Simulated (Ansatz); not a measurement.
ZnSnO3:
```cif
data_O18Sn6Zn6
_chemical_formula_sum 'Zn6 Sn6 O18'
_space_group_name_H-M_alt 'R3c :H'
_space_group_IT_number 161
_space_group_name_Hall 'R 3 -2"c'
_cell_length_a 5.22538
_cell_length_b 5.22538
_cell_length_c 13.86280
_cell_angle_alpha 90.000
_cell_angle_beta 90.000
_cell_angle_gamma 120.000
loop_
_atom_site_label
_atom_site_type_symbol
_atom_site_symmetry_multiplicity
_atom_site_Wyckoff_symbol
_atom_site_fract_x
_atom_site_fract_y
_atom_site_fract_z
_atom_site_occupancy
Zn1 Zn 6 a 0.00000 0.00000 0.21532 1
Sn1 Sn 6 a 0.00000 0.00000 0.49754 1
O1 O 18 b 0.00746 0.30648 0.09618 1
```
(The calculation used a cell of 10 atoms; values per cell refer to that cell.)

Relaxed with LDA.

Problem. Which orbitals make up the states near the band edges in the program Ansatz at the LDA level (PAW)?

Solution. Top 1 eV of the valence band: O 2p 83 %, Zn 3d 14 %. Bottom 1 eV of the conduction band: Sn 5s 31 %, O 2s 26 %, O 2p 22 %, Zn 4s 17 %. Projections are on Löwdin-orthogonalised atomic valence shells; empty p or d shells of many metals are not among them.

Problem. Tabulate the density of states.

Solution. States/eV per cell of 10 atoms, in 0.25 eV bins, energy from the valence-band maximum.

```csv
E (eV),total,O 2p,Zn 3d,Sn 5s
-7.85,1.22,0.67,0.05,0.40
-7.60,1.78,0.98,0.10,0.54
-7.35,2.62,1.43,0.18,0.73
-7.10,2.40,1.32,0.21,0.60
-6.85,2.39,1.31,0.26,0.52
-6.60,1.97,1.09,0.25,0.36
-6.35,1.52,0.84,0.23,0.23
-6.10,0.52,0.31,0.08,0.05
-5.85,3.10,1.73,0.76,0.02
-5.60,5.38,2.80,1.66,0.04
-5.35,11.52,5.61,4.30,0.07
-5.10,12.58,4.53,7.12,0.08
-4.85,9.91,3.38,5.86,0.05
-4.60,11.31,2.90,7.79,0.11
-4.35,15.48,3.04,11.74,0.10
-4.10,13.55,2.31,10.51,0.14
-3.85,13.43,3.55,8.70,0.14
-3.60,7.73,3.12,3.71,0.04
-3.35,8.80,4.75,2.85,0.08
-3.10,5.68,3.45,1.45,0.05
-2.85,6.27,4.13,1.36,0.05
-2.60,5.67,3.97,1.04,0.06
-2.35,6.08,4.68,0.82,0.03
-2.10,6.74,5.41,0.84,0.03
-1.85,6.79,5.57,0.71,0.04
-1.60,8.49,7.28,0.70,0.03
-1.35,8.74,7.67,0.64,0.02
-1.10,7.80,6.76,0.68,0.03
-0.85,7.21,5.99,0.88,0.02
-0.60,8.85,7.31,1.22,0.01
-0.35,10.83,8.96,1.56,0.01
-0.10,6.07,4.95,1.00,0.00
0.15,0.00,0.00,0.00,0.00
0.40,0.00,0.00,0.00,0.00
0.65,0.00,0.00,0.00,0.00
0.90,0.00,0.00,0.00,0.00
1.15,0.00,0.00,0.00,0.00
1.40,0.00,0.00,0.00,0.00
1.65,0.02,0.00,0.00,0.01
1.90,0.07,0.01,0.00,0.02
2.15,0.10,0.02,0.00,0.03
2.40,0.15,0.04,0.00,0.05
2.65,0.20,0.06,0.00,0.06
2.90,0.26,0.08,0.00,0.09
3.15,0.35,0.11,0.00,0.12
3.40,0.44,0.14,0.00,0.15
3.65,0.56,0.19,0.00,0.20
3.90,0.72,0.24,0.00,0.27
4.15,0.93,0.31,0.00,0.36
4.40,1.32,0.45,0.00,0.53
4.65,1.82,0.63,0.00,0.78
4.90,1.98,0.67,0.00,0.84
5.15,2.07,0.69,0.01,0.85
5.40,1.86,0.62,0.00,0.75
5.65,2.05,0.64,0.01,0.76
5.90,1.55,0.41,0.00,0.44
6.15,2.01,0.37,0.00,0.20
```

Symmetry was held in the LDA relaxation. Scalar-relativistic: spin–orbit coupling is off unless named, which matters more the heavier the elements.

Potentials: the later of the program's two PAW sets.
